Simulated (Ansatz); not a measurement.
Does this entry for CsMgPH12O10 lie near equilibrium?

The cell is a measured structure from the Crystallography Open Database (COD), taken as it stands.

Space group F-43m (No. 216); a = 10.0308 Å.

```
site  Wyckoff  site symmetry       x       y       z
  Cs       4c           -43m  0.7500  0.2500  0.7500
  Mg       4a           -43m  0.0000  0.0000  0.0000
   H      48h            ..m  0.2520  0.4530  0.5470
   P       4d           -43m  0.2500  0.7500  0.2500
 O16      24f           2.mm  0.2059  0.5000  0.5000
 O22      16e            .3m  0.3386  0.6614  0.3386
```

One atom of each set is listed; the run and its k-mesh use a cell of 25 atoms with edges of 7.09, 7.09, 7.09 Å.

Method: Kohn–Sham DFT in Ansatz, PBE, plane waves and PAW, scalar-relativistic, 420 eV cutoff, Γ-centred 4×4×4 k-points, Fermi–Dirac smearing 0.02 eV.

(1) Do the atoms and the cell lie near the calculated equilibrium?

Answers

(1) No. The largest force is 16 eV/Å, on atom 16 (O: 2 H at 0.81 Å, 1 Mg at 2.07 Å), and the pressure is 32.2 GPa. Bonds to hydrogen as short as 0.81 Å are the usual result of locating hydrogen with X-rays, and they can account for much of this: hydrogen has to be relaxed before the gradients can be taken for those of the compound.
